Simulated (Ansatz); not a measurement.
Y₂Si₄Mo₃:
```xyz
18
Lattice="6.8461 0.0000 0.0000 0.0000 6.9147 0.0000 -2.1747 0.0000 6.3745" Properties=species:S:1:pos:R:3 pbc="T T T"
Y      1.1725     5.7390     0.3996
Y      3.4990     1.1757     5.9748
Y      4.5863     2.2816     2.7876
Y      0.0852     4.6331     3.5869
Si    -1.2696     3.1434     5.5406
Si     5.9410     3.7714     0.8338
Si     4.8537     6.6007     4.0211
Si    -0.1822     0.3140     2.3534
Si     2.6513     4.3649     2.3760
Si     2.0201     2.5498     3.9985
Si     3.1075     0.9076     0.8113
Si     1.5640     6.0072     5.5632
Mo     0.0855     1.1216     4.7727
Mo     4.5860     5.7931     1.6018
Mo     3.4986     4.5790     4.7891
Mo     1.1728     2.3357     1.5854
Mo     3.4231     3.4574     0.0000
Mo     2.3357     0.0000     3.1872
```

Relaxed with r²SCAN. Special points in fractions of this cell's reciprocal vectors: Γ (0.000, 0.000, 0.000); Z (0.000, 0.500, 0.000); D (0.000, 0.500, 0.500); B (0.000, 0.000, 0.500); A (-0.500, 0.000, 0.500); E (-0.500, 0.500, 0.500); C2 (-0.500, 0.500, 0.000); Y2 (-0.500, 0.000, 0.000).

### Question
List the band energies nearest the Fermi level at these points for r²SCAN (plane waves, PAW; program Ansatz).

### Answer
In eV from the Fermi level; about four levels below and three above (degenerate sets whole), none deeper than 8.9 eV; points with the same levels are listed once.

```
k                     below                above
--  -----------------------  -------------------
Γ   -0.83 -0.80 -0.64 -0.16       0.02 0.08 0.48
Z   -0.62 -0.62 -0.41 -0.41  0.03 0.03 0.51 0.51
D   -0.81 -0.81 -0.16 -0.16  0.39 0.39 0.53 0.53
B   -1.04 -1.04 -0.05 -0.05  0.39 0.39 0.67 0.67
A   -0.84 -0.84 -0.02 -0.02  0.21 0.21 0.63 0.63
E   -1.21 -1.21 -0.12 -0.12  0.67 0.67 1.03 1.03
C2  -1.14 -1.14 -0.27 -0.27  0.28 0.28 0.87 0.87
Y2  -0.71 -0.67 -0.66 -0.18       0.28 0.48 0.50
```

Space group P2_1/c. The first step of the workflow began from a Materials Project structure, measured or hypothetical; the Crystallography Open Database copy checked does not list it. Whether it is the stable phase at ambient conditions was not checked. Symmetry was held in the r²SCAN relaxation; whether a distortion lowers the energy is not shown. No spin polarisation was allowed. Spin–orbit coupling is left out wherever it is not named.

Potentials: the later of the program's two PAW sets.
